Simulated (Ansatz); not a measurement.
HfTeS:
```xyz
3
Lattice="3.6827 0.0000 0.0000 -1.8413 3.1893 0.0000 0.0000 0.0000 6.1996" Properties=species:S:1:pos:R:3 pbc="T T T"
Hf     0.0000     2.1262     0.1943
Te     0.0000     0.0000     4.4942
S      1.8413     1.0631     1.5111
```

Relaxed with LDA. Special points in fractions of this cell's reciprocal vectors: Γ (0.000, 0.000, 0.000); M (0.500, 0.000, 0.000); K (0.333, 0.333, 0.000); A (0.000, 0.000, 0.500); L (0.500, 0.000, 0.500); H (0.333, 0.333, 0.500).

List the band energies nearest the Fermi level at these points for plane-wave PAW LDA (Ansatz code).

In eV from the Fermi level; about four levels below and three above (degenerate sets whole), none deeper than 8.9 eV; points with the same levels are listed once.

| k | below | above |
|---|---|---|
| Γ | -6.05 -3.64 -3.64 -0.81 | 0.52 0.52 0.89 0.89 |
| M | -3.73 -3.52 -2.71 -1.22 | 0.04 2.85 2.91 |
| K | -4.05 -3.54 -2.74 -2.53 | 1.64 2.00 2.65 |
| A | -4.60 -3.61 -3.61 -3.13 | 0.31 0.31 0.84 0.84 |
| L | -3.35 -1.68 -0.94 -0.15 | 2.79 2.87 3.66 |
| H | -4.61 -3.44 -2.57 -2.42 | 1.61 1.67 1.74 |

Space group P3m1. The workflow started from a Materials Project entry (that database holds measured and hypothetical structures alike); the Crystallography Open Database copy checked does not list it. Its standing as an ambient phase is unchecked. Symmetry was held in the LDA relaxation; whether a distortion lowers the energy is not shown. The run is not spin-polarised. A crystal of weakly bound layers computed without a dispersion correction: the cell and the soft elastic constants depend strongly on that. Spin–orbit coupling is left out wherever it is not named.

Potentials: the later of the program's two PAW sets.
